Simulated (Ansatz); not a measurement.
LaCl:
```cif
data_Cl6La6
_chemical_formula_sum 'La6 Cl6'
_space_group_name_H-M_alt 'R-3m :H'
_space_group_IT_number 166
_space_group_name_Hall '-R 3 2"'
_cell_length_a 4.05754
_cell_length_b 4.05754
_cell_length_c 27.96797
_cell_angle_alpha 90.000
_cell_angle_beta 90.000
_cell_angle_gamma 120.000
loop_
_atom_site_label
_atom_site_type_symbol
_atom_site_symmetry_multiplicity
_atom_site_Wyckoff_symbol
_atom_site_fract_x
_atom_site_fract_y
_atom_site_fract_z
_atom_site_occupancy
La1 La 6 c 0.00000 0.00000 0.21887 1
Cl1 Cl 6 c 0.00000 0.00000 0.38569 1
```
(The calculation used a cell of 4 atoms; values per cell refer to that cell.)

Relaxed at zero pressure with DFT-r²SCAN+D4 in the program Ansatz with PAW potentials.

The volume is lowered by 6 % and shape and atoms relax at that volume. What pressure results, and how do the axes share the change?

1.1 GPa; a -1.2 %, b -1.2 %, c -3.8 %; the energy rises by 7 meV/atom.

Give the new structure.


Space group R-3m, hexagonal axes (No. 166); a = 4.010 Å, b = 4.010 Å, c = 26.912 Å, α = 90.00°, β = 90.00°, γ = 120.00°

```json
[
 {"atom": "La", "site": "6c", "symmetry": "3m", "x": "0.0000", "y": "0.0000", "z": "0.2184"},
 {"atom": "Cl", "site": "6c", "symmetry": "3m", "x": "0.0000", "y": "0.0000", "z": "0.3840"}
]
```

The phase is kept; no other phase was compared at this pressure.

The workflow started from an entry of the Crystallography Open Database (COD). Whether it is the stable phase at ambient conditions was not checked. Symmetry was held in the r²SCAN+D4 relaxation; whether a distortion lowers the energy is not shown. Scalar-relativistic: spin–orbit coupling is off unless named, which matters more the heavier the elements.

Potentials: the later of the program's two PAW sets.
